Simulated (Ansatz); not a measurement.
**Au: Boltzmann equation against the high-temperature formula — Ansatz, plane waves and PAW**

Space group Fm-3m (No. 225), 1 atom in the cell of the first input below: a = 2.887 Å, b = 2.887 Å, c = 2.887 Å, α = 60.00°, β = 60.00°, γ = 60.00°.

The cell was built from a prototype of a structure type listed for this element, relaxed without spin–orbit coupling to zero pressure (pressure 0.0 GPa with this functional, without spin–orbit coupling). Functional: PBEsol.

Input:

```yaml
crystal:
  lattice:
    - [0.0, 2.0414472272, 2.0414472272]
    - [2.0414472272, 0.0, 2.0414472272]
    - [2.0414472272, 2.0414472272, 0.0]
  atoms:
    - { symbol: Au, position: [0.0, 0.0, 0.0] }
basis:
  ecutwfc: 420
  ecutrho_ratio: 4
kpoints:
  mp_grid: { grid: [15, 15, 15] }
hamiltonian:
  xc: pbesol
scf:
  occupations: { method: methfessel_paxton, width: 0.2 }
output: {}
phonons:
  supercell: [3, 3, 3]
  qpath:
    path:
      - [[0.0, 0.0, 0.0], [0.5, 0.0, 0.5], [0.625, 0.25, 0.625]]
      - [[0.375, 0.375, 0.75], [0.0, 0.0, 0.0], [0.5, 0.5, 0.5], [0.5, 0.25, 0.75], [0.5, 0.0, 0.5]]
    npoints: 6
  electrical_resistivity: { mesh: [30, 30, 30], temperatures: [50, 100, 200, 300, 500] }
  superconductivity: { mesh: [30, 30, 30], eliashberg_equations: false }
```

```bash
ansatz run input.yaml --threads 8 --pin off --max-ram 15360MiB --backend cpu --events-out ev --progress --plain --runs-dir out
```

Time: 76 s on 8 threads of Arm Neoverse V2, on a shared host, peak memory 7.6 GiB.

λ_tr,xx from the finest mesh down: 0.169, 0.181. The next coarser mesh moves the resistivity at 300 K by 7 % along the axis that moves most.

The run gives λ_tr,xx = 0.169 and a Drude plasma energy ħω_p,xx = 8.93 eV.

Q: Estimate the resistivity along x at 300 K from the high-temperature formula.

A: ħ/τ = 2π λ_tr k_B T = 0.0275 eV and ρ = 1/(ε0 ω_p² τ) = 2.56 μΩ cm. The Boltzmann solution gives 2.42 μΩ cm, so the estimate is 6 % high, which is less than the mesh moves the solution along x.

| T (K) | ρ_xx (μΩ cm) | ρ_zz (μΩ cm) | formula, xx | R_H, field along x, y or z (10⁻¹¹ m³/C) |
| --- | --- | --- | --- | --- |
| 50 | 0.25 | 0.25 | 0.43 | -7.76 |
| 100 | 0.72 | 0.72 | 0.85 | -7.21 |
| 200 | 1.59 | 1.59 | 1.71 | -7.11 |
| 300 | 2.42 | 2.42 | 2.56 | -7.11 |
| 500 | 4.06 | 4.06 | 4.27 | -7.12 |

At 300 K the next coarser mesh moves R_H by up to 3 %.

At 50 K the solution is 0.58 times the linear formula, and at 500 K 0.95 times. The formula is meant for temperatures above the phonon energies and for bands that vary little within k_B T.

Caveats: no spin-orbit coupling, which matters for these elements; not converged in the fine mesh; small supercell, couplings not converged in it.
